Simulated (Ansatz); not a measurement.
# What settings do to one calculation: S started on a F site next to a F vacancy in rocksalt LiF, 15 atoms, charge +2

Ansatz (PAW, plane waves), atoms fixed. The base input:

```yaml
crystal:
  lattice:
    - [8.015185, 0.000000, 0.000000]
    - [0.000000, 4.007592, 0.000000]
    - [0.000000, 0.000000, 4.007592]
  atoms:
    - { symbol: F, position: [0.755038, 0.005109, 0.986532] }
    - { symbol: F, position: [0.988822, 0.523274, 0.016699] }
    - { symbol: F, position: [0.996406, 0.003485, 0.499291] }
    - { symbol: F, position: [0.494922, 0.003684, 0.520053] }
    - { symbol: F, position: [0.256708, 0.506560, 0.486869] }
    - { symbol: F, position: [0.750959, 0.498554, 0.482478] }
    - { symbol: S, position: [0.504280, 0.485428, 0.012947], spin: 0.286 }
    - { symbol: Li, position: [0.008677, 0.994746, 0.997096], spin: 0.286 }
    - { symbol: Li, position: [0.502672, 0.003091, 0.002262], spin: 0.286 }
    - { symbol: Li, position: [0.250261, 0.501898, 0.998238], spin: 0.286 }
    - { symbol: Li, position: [0.756661, 0.505775, 0.995240], spin: 0.286 }
    - { symbol: Li, position: [0.241546, 0.974520, 0.508958], spin: 0.286 }
    - { symbol: Li, position: [0.751223, 0.982727, 0.530135] }
    - { symbol: Li, position: [0.012319, 0.497025, 0.458679] }
    - { symbol: Li, position: [0.500503, 0.498760, 0.494938], spin: 0.286 }
kpoints:
  mp_grid: { grid: [2, 2, 2], shift: [0.5, 0.5, 0.5] }
hamiltonian:
  xc: pbesol
total_charge: 2
magnetization:
  spin_polarized: true
scf:
  occupations: { method: fermi_dirac, width: 0.01 }
output:
  forces: true
  eigenvalues: true
  populations: true
  charged_corrections: { epsilon: 9 }
```

Command:

```sh
ansatz run in.yaml --threads 8 --pin off --max-ram 13300MiB --runs-dir r --events-out ev --progress --plain
```

It converged in 23 iterations and 2.9 s of wall time on 8 threads of a Neoverse-V1 processor, on a host shared with other runs; peak host memory 0.52 GiB; largest force component 2.93 eV/Å. The cutoff was the default, 420 eV. The base isn't a converged reference: it has few k points, and its atoms are unrelaxed. Each run below changes the keys shown and caps the iterations.

```
run                                                                                             changed         ending  iterations  free energy less the base (meV per atom)  rms change of forces (eV/Å)  change of pressure (GPa)  wall time (s, shared host)
  1                                                                                          max_iter 6  not converged           –                                         –                            –                         –                           –
  2  accuracy low (cutoff and grids as in the base), max_iter 50, k points the single k point (½, ½, ½)      converged          27                                     310.1                        0.425                         –                     1.2 CPU
  3                                                  dispersion rvv10, dr2_threshold 1e-12, max_iter 90        refused           –                                         –                            –                         –                           –
  4                                                             max_iter 70, k points the Γ point alone      converged          20                                    -168.8                        0.339                         –                       1 CPU
  5                                                 mixing beta 0.03, dr2_threshold 0.0001, max_iter 80      converged          30                                       0.0                        0.001                         –                     3.3 CPU
  6                                                         ecutwfc 400 eV, max_iter 70, total_charge 4      converged          48                                other zero                        0.482                         –                     9.8 CPU
  7  initial_magnetization 2, width 0.1 eV, accuracy low (cutoff and grids as in the base), max_iter 90      converged          23                                      -1.3                        0.027                         –                     3.1 CPU
  8                                                               initial_magnetization 1, max_iter 100      converged          18                                       0.0                        0.000                         –                     2.3 CPU
```

«Other zero»: another functional, charge or dispersion term moves the zero of energy, so the difference says nothing of accuracy.

Question: Which changes leave the result alone, and which of the same physical model moves the forces most?

Answer: The forces move by under 0.002 eV/Å in runs 5, 8. Run 2 (accuracy low (cutoff and grids as in the base), max_iter 50, k points the single k point (½, ½, ½)) moves them most among the runs with the same functional, charge and dispersion term, by 0.425 eV/Å.

Question: Why did some runs give no result?

Answer: - run 1: did not converge after 6 iterations: dr2 = 1.66e-1 (threshold 1.00e-7), under the density mixer `msr1`, which `scf.mixing.algorithm: auto` chose by the deck's other keys (type `scf.mixing.algorithm: msr1` to keep it);
- run 3: inconsistent input (hamiltonian.dispersion, hamiltonian.xc): `dispersion: rvv10` has no transferable b for PBE exchange — Sabatini et al. (2013) fitted b=6.3 to rPW86, and the PBE refits of Peng & Perdew (2017) are task-dependent (b=6.6 S22 / b=10.0 layered). …
